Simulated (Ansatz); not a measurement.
SiGe in space group R-3m (No. 166; Si on 6c, Ge on 6c), DFT-PBE in the program Ansatz with PAW potentials. The conduction-band minimum lies at F, with 3 equivalent valleys. Second derivatives d²E/dk² of the lowest band at one valley (eV·Å²), along Cartesian directions:

| direction | d²E/dk² |
|---|---|
| [100] | 22.61 |
| [010] | 39.76 |
| [001] | 70.91 |
| [110] | 16.28 |
| [101] | 40.23 |
| [011] | 51.56 |

### Question
Find the principal effective masses, the density-of-states mass and the conductivity mass.

### Answer
Off-diagonal terms follow from H_xy = H[110] − (H_xx + H_yy)/2, and m*/mₑ = 7.620 eV·Å² over each eigenvalue: 0.11, 0.16, 0.59. One valley's DOS mass (m₁m₂m₃)^(1/3) = 0.21, conductivity mass 3/(Σ 1/mᵢ) = 0.17 mₑ.

### Question
What effective density of states Nc follows at 300 K for parabolic valleys?

### Answer
Nc = 2.509e19 × 3 × (0.21)^(3/2) ≈ 7.2e18 cm⁻³.

The start of the workflow was typed in or built on a structure type; neither database checked (COD, Materials Project) lists it. Whether it is the stable phase at ambient conditions was not checked. The cell was relaxed with PBE under the symmetry of its start; its stability against distortions is not shown here. Scalar-relativistic: spin–orbit coupling is off unless named, which matters more the heavier the elements.

Potentials: the earlier of the program's two PAW sets.

Edges and masses are those of Kohn–Sham bands, whose gap is no quasiparticle gap.
